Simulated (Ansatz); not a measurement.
**Ti₃SnO₈ (Immm) at 3 levels of theory**

One geometry, relaxed with PBE; plane waves with PAW potentials in Ansatz, scalar-relativistic. No spin polarisation. +U rows take U_eff Ti 4.00 eV on the d shells. Gaps are the least over mesh and band path; pressure is positive in compression.

```
Ti Sn O
1.0
    -3.03226    3.31968    3.32126
     3.03226   -3.31968    3.32126
     3.03226    3.31968   -3.32126
Ti Sn O
3 1 8
Direct
  0.50000 0.24818 0.74818
  0.50000 0.75182 0.25182
  0.00000 0.50000 0.50000
  0.00000 0.00000 0.00000
  0.31153 0.31153 0.00000
  0.30835 0.80835 0.50000
  0.19964 0.26318 0.46282
  0.19964 0.73682 0.93647
  0.80036 0.26318 0.06353
  0.80036 0.73682 0.53718
  0.68847 0.68847 0.00000
  0.69165 0.19165 0.50000
```

| level | cutoff (eV) | k mesh | gap (eV) | pressure (GPa) |
| --- | --- | --- | --- | --- |
| PBE | 420 | 6×6×6 | 1.71 | 0.0 |

**Question.** What comes out on the same cell with r2SCAN, PBE+U?

**Answer.**
```
 level  cutoff (eV)  k mesh  gap (eV)  pressure (GPa)
r2SCAN          500   6×6×6      2.14            -6.0
 PBE+U          420   6×6×6      2.16             2.3
```

The cell was found from a structure generator's guess, not taken from experiment.
